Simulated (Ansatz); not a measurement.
# Phases of Ca at 1.6 GPa

Structure types of Ca are relaxed in primitive cells with their symmetry kept at 1.6 GPa, first on PAW files, then by LAPW. The enthalpy is E + pV at zero temperature, without zero-point motion. Only the types listed were tried, and differences under about 5 meV/atom are mesh noise.

All numbers are LDA results (scalar-relativistic) from Ansatz 0.2.0, with Fermi–Dirac smearing of 0.08 eV, no spin polarisation. Methods: LAPW: all electrons, basis error target 0.5 meV/atom; PAW: frozen-core files, cutoff 420 eV.

k meshes: fcc 13×13×13, bcc 13×13×13, hcp 12×12×7, A7 10×10×10, sc 11×11×11, simple hexagonal 12×12×12.

The PAW files were made under PBE.

```tsv
start type	ends as	a, b, c (Å)	V (Å³/atom)	H − H(lowest), LAPW (meV/atom)
fcc	fcc, Fm-3m	5.209, 5.209, 5.209	35.34	0.3
bcc	bcc, Im-3m	4.118, 4.118, 4.118	34.92	5.9
hcp	hcp, P6_3/mmc	3.676, 3.676, 6.073	35.55	8.3
A7	fcc, Fm-3m	5.211, 5.211, 5.211	35.37	0.0
sc	sc, Pm-3m	3.246, 3.246, 3.246	34.22	?
simple hexagonal	simple hexagonal, P6/mmm	3.514, 3.514, 3.232	34.56	?
```

Question: Fill in "H − H(lowest), LAPW (meV/atom)" for the row "simple hexagonal".

Answer: 214.3.

Question: Give the missing entry: row "sc", column "H − H(lowest), LAPW (meV/atom)".

Answer: 377.5.

Question: Would bcc gain on fcc at higher pressure?

Answer: Yes: dH/dp = V, and its volume is smaller by 0.45 Å³/atom. Held constant, that would close the gap after about 2.1 GPa more, a rough figure, since the volume difference changes with pressure.
